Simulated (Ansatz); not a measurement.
Yb3Si5 in space group P-62m (No. 189; Yb on 3f, Si on 2d, Si on 3g) under volume change, the program Ansatz at the PBEsol level (PAW), shape and atoms relaxed at each volume.

| V (Å³/atom) | E − E(relaxed) (meV/atom) | P (GPa) |
|---|---|---|
| 16.755 | 43.0 | 9.17 |
| 17.308 | 17.8 | 5.54 |
| 17.860 | … | … |
| 18.412 | 0.0 | 0.00 |
| 18.965 | 3.6 | -2.00 |
| 19.517 | 13.2 | -3.46 |
| 20.069 | … | … |

Q: Fill in the missing entries.

A: 
- 20.069, E − E(relaxed) (meV/atom): 27.0
- 20.069, P (GPa): -4.49
- 17.860, E − E(relaxed) (meV/atom): 4.1
- 17.860, P (GPa): 2.50

Q: What does a third-order Birch–Murnaghan fit give for V₀, B₀ and B′?

A: V₀ = 18.42 Å³/atom, B₀ = 71.4 GPa, B′ = 6.7.

The workflow started from a Materials Project entry (that database holds measured and hypothetical structures alike); the Crystallography Open Database copy checked does not list it. Its standing as an ambient phase is unchecked. Symmetry was held in the PBEsol relaxation; whether a distortion lowers the energy is not shown. The run is not spin-polarised. The 4f shell is in the valence. No Hubbard U is applied. Scalar-relativistic: spin–orbit coupling is off unless named, which matters more the heavier the elements.

Potentials: the later of the program's two PAW sets.
